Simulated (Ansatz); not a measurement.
Consider the following.

HfS2:
```yaml
crystal:
  lattice:
    - [0.00000, 3.11760, 3.11760]
    - [3.11760, 0.00000, 3.11760]
    - [3.11760, 3.11760, 0.00000]
  atoms:
    - { symbol: Hf, position: [0.00000, 0.00000, 0.00000] }
    - { symbol: S, position: [0.25000, 0.25000, 0.25000] }
    - { symbol: S, position: [0.75000, 0.75000, 0.75000] }
```

This is the PBE-relaxed structure.

Task: All from PBE in the plane-wave PAW code Ansatz, unless another level is named. Estimate the electronic character.

Result: metallic (no gap).

Task: And the density of states at the Fermi level?

Result: 0.13 states/eV per atom (mean over ±0.08 eV).

Task: Predict the formation energy from the elements (no fitted shifts).

Result: -1.22 eV/atom.

Space group Fm-3m (fluorite). A made-up cell: these elements were put on the sites of a structure type; neither database checked (COD, Materials Project) lists it. Its standing as an ambient phase is unchecked. Symmetry was held in the PBE relaxation; whether a distortion lowers the energy is not shown. No spin polarisation was allowed. The references are the lowest solids computed at this level, not always the standard phases. Spin–orbit coupling is left out wherever it is not named.

Potentials: the later of the program's two PAW sets.
